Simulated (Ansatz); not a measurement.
# CdHg₄C₆S₆Br₄N₆: a ladder of calculations

Cell of run 1: an entry of the Crystallography Open Database (COD).

```cif
data_CdHg4C6S6Br4N6
_symmetry_space_group_name_H-M 'Fmm2'
_symmetry_Int_Tables_number 42
_cell_length_a 18.4636
_cell_length_b 22.3222
_cell_length_c 6.3678
_cell_angle_alpha 90.000
_cell_angle_beta 90.000
_cell_angle_gamma 90.000
loop_
_atom_site_label
_atom_site_type_symbol
_atom_site_symmetry_multiplicity
_atom_site_Wyckoff_symbol
_atom_site_fract_x
_atom_site_fract_y
_atom_site_fract_z
Cd Cd 4 a 0.5000 0.5000 0.0337
Hg Hg 16 e 0.6500 0.6902 0.5370
C6 C 16 e 0.6303 0.5611 0.7130
C10 C 8 c 0.5000 0.6252 0.3500
S12 S 16 e 0.6911 0.5885 0.5390
S16 S 8 c 0.5000 0.6837 0.5650
Br Br 16 e 0.6561 0.8019 0.5372
N22 N 8 c 0.5000 0.4153 0.2400
N24 N 16 e 0.5906 0.5415 0.8280
```

One atom of each set is listed; the run and its k-mesh use a cell of 27 atoms with edges of 11.61, 9.77, 14.48 Å.

Relaxed positions (PBE, cell held):

Cd (0.5000, 0.5000, 0.0340)
Hg (0.6528, 0.6905, 0.5029)
C6 (0.6270, 0.5724, 0.7298)
C10 (0.5000, 0.6183, 0.3681)
S12 (0.6862, 0.5853, 0.5385)
S16 (0.5000, 0.6856, 0.4764)
Br (0.6575, 0.8039, 0.5247)
N22 (0.5000, 0.4297, 0.2939)
N24 (0.5865, 0.5622, 0.8665)

All runs are DFT with Ansatz 0.2.0 (plane waves and PAW, scalar-relativistic unless spin–orbit coupling is named, Γ-centred meshes, Fermi–Dirac smearing where given) in this cell.

Run 1: PBE, atoms as given; 420 eV, 5×5×5 k-points, smearing 0.02 eV.
Run 2: PBE, atoms relaxed; 420 eV, 5×5×5 k-points, smearing 0.02 eV.
Run 3: r2SCAN, at the relaxed atoms; 500 eV, 5×5×5 k-points, smearing 0.02 eV.

Q: What does each run give, and what moves the gradients most?

A: 

```
run   Cd V_zz (η)   Hg V_zz (η)  S12 V_zz (η)  S16 V_zz (η)  Br V_zz (η)
  1  -8.52 (0.13)  -39.1 (0.49)  -22.4 (0.85)   32.9 (0.59)  36.3 (0.49)
  2   6.51 (0.85)  -35.4 (0.46)  -22.0 (0.74)  19.67 (0.87)  35.9 (0.56)
  3   6.80 (0.86)  -41.3 (0.43)  -21.9 (0.79)   20.2 (0.78)  34.8 (0.52)
```

V_zz in 10²¹ V/m²; 5 of the 9 sets of like atoms are followed. Against run 1, the gradient tensors on these sites move by at most 24.41 in run 2 (S16), 23.94 in run 3 (S16). Taken one at a time, the positions of the atoms (as given or relaxed) move the tensors on these sites by up to 24.41 (largest principal value of the change, on S16), the functional (r2SCAN with its higher cutoff) by 5.90 (Hg). On some sites the largest principal value moves to another axis from run to run, and the sign of V_zz can flip with it.

Leaving out spin–orbit coupling shifts gradients on Hg by a few per cent, and by more where contributions nearly cancel. The database positions were far from equilibrium, so the relaxed structure may not be the compound's real one. In runs 1, 3 the atoms aren't at the calculated equilibrium (largest force 7.2, 0.87 eV/Å). The cell isn't the equilibrium one in run 1 (calculated pressure 5 GPa, with larger principal stresses), and the entry's cell may itself be off. Run 1: The database positions are far from the calculated equilibrium, so these values describe the entry as written and may be far from the real compound's.
